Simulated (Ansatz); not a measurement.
Relaxed Tl (hcp, Mg type):

```xyz
4
Lattice="7.0414 0.0000 0.0000 -1.7604 3.0490 0.0000 0.0000 0.0000 5.6025" Properties=species:S:1:pos:R:3 pbc="T T T"
Tl     0.0000     2.0327     4.2019
Tl     3.5207     2.0327     4.2019
Tl     1.7604     1.0163     1.4006
Tl     5.2811     1.0163     1.4006
```

In this cell atom 1 (Tl, nearest neighbour Tl at 3.461 Å; its periodic images, 3.5 Å or more away, move with it) is moved by s along Cartesian [110], unit vector (0.707, 0.707, 0.000); all other atoms and the cell stay fixed.

These are r2SCAN (plane waves to 500 eV, PAW, scalar-relativistic; Ansatz, an electronic-structure program) values and carry that method's errors. k mesh 6×12×7 (Γ-centred), Fermi-Dirac smearing 0.05 eV. The energy includes the smearing's −TS. With partly filled bands, energies and forces of such displacements shift with the k mesh and the smearing. Spin-orbit coupling is left out, though Tl is heavy. The PAW data are Ansatz's earlier set. Tl was relaxed with its symmetry unable to fall. The zero of ΔE is the undisplaced structure.

The scan covers s from -0.350 to 0.350 Å in 11 points.

Is the energy the same for displacements of ±0.350 Å, and if not, which side lies higher?

Not even: the negative side lies higher at ±0.350 Å. With its periodic images moving along, the atom's site symmetry in this cell is mm2.

What force acts on the atom along the line at s = -0.350 Å?

0.688 eV/Å.

What is the force constant k = d²E/ds² of this move at s = 0?

1.68 eV/Å².

(A displaced cell: forces are minus the slopes of the energy, force constants its curvatures, and phonons follow from these.)
